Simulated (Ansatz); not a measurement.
SiW in space group Cmcm (No. 63; Si on 4c, W on 4c) at seven volumes, DFT-PBE in the program Ansatz with PAW potentials, shape and atoms relaxed at each. One row is withheld.

```tsv
V (Å³/atom)	P (GPa)
13.100	25.76
13.532	?
13.964	7.22
14.396	0.00
14.828	-6.10
15.260	-11.24
15.692	-15.57
```

Question: Fit the shown pressures and predict the withheld one.

Answer: P = (3/2)B₀(x^(7/2) − x^(5/2))[1 + (3/4)(B′ − 4)(x − 1)] with x = (V₀/V)^(2/3). Least squares on the six rows gives V₀ = 14.396 Å³/atom, B₀ = 220 GPa, B′ = 4.56. At V = 13.532, x = 1.0421 and P = 15.68 GPa. The run itself gave 15.72 GPa.

A made-up cell: these elements were put on the sites of a structure type; neither database checked (COD, Materials Project) lists it. Its standing as an ambient phase is unchecked. The PBE relaxation kept the symmetry of its start; its stability against distortions is not shown here. The run is not spin-polarised. Scalar-relativistic: spin–orbit coupling is off unless named, which matters more the heavier the elements.

Potentials: the later of the program's two PAW sets.
